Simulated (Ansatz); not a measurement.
Input:

ZrTa:
```
CELL_PARAMETERS angstrom
      2.92765     0.00000     0.00000
      0.00000     2.92765     0.00000
      0.00000     0.00000     4.78178
ATOMIC_POSITIONS crystal
  Ta 0.00000 0.00000 0.00000
  Zr 0.50000 0.50000 0.50000
```

This is the r²SCAN-relaxed structure.

Question: All from DFT-r²SCAN in the program Ansatz with PAW potentials, unless another level is named. Predict the density of states at the Fermi level.

Answer: 1.4 states/eV per atom (mean over ±0.08 eV).

Question: And the formation energy from the elements (no fitted shifts)?

Answer: 0.23 eV/atom.

Space group P4/mmm (L1₀ or tetragonal B2). The start of the workflow was typed in or built on a structure type; neither database checked (COD, Materials Project) lists it. Its standing as an ambient phase is unchecked. The r²SCAN relaxation kept the symmetry of its start; its stability against distortions is not shown here. The run is not spin-polarised. Its formation energy is positive at this level, so the cell may be metastable or incomplete. The references are the lowest solids computed at this level, not always the standard phases. Scalar-relativistic: spin–orbit coupling is off unless named, which matters more the heavier the elements.

Potentials: the later of the program's two PAW sets.
